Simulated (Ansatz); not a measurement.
Relaxing gold (diamond)

Method: DFT, LDA (PW92), plane waves (420 eV) with PAW, scalar-relativistic (Ansatz). (PAW data from PBE, frozen cores regenerated.)

k-point mesh 10×10×10, Fermi-Dirac smearing 0.1 eV, no spin polarisation. Cell and atoms relax.

Starting structure:

```yaml
crystal:
  lattice:
    - [0.0, 2.8394269867, 2.8394269867]
    - [2.8394269867, 0.0, 2.8394269867]
    - [2.8394269867, 2.8394269867, 0.0]
  atoms:
    - { symbol: Au, position: [0.125, 0.125, 0.125] }
    - { symbol: Au, position: [0.875, 0.875, 0.875] }
hamiltonian:
  xc: lda
  pseudopotentials:
    kind: paw
    azcp:
      Au: "pseudopotentials/Au.paw.azcp"
basis:
  ecutwfc: 420
  fft_grid_basis: typed
kpoints:
  mp_grid: { grid: [10, 10, 10], shift: [0, 0, 0] }
magnetization:
  spin_polarized: false
scf:
  occupations: { method: fermi_dirac, width: 0.1 }
relax:
  max_steps: 60
  f_tol: 0.01
  cell: {}
```

**Question.** What cell does the relaxation end in?

**Answer.** Fd-3m with a = 5.953 Å; 26.37 Å³ per atom against 22.89 at the start (15.2 %).

**Question.** How much energy does the relaxation gain?

**Answer.** 156.1 meV per atom.
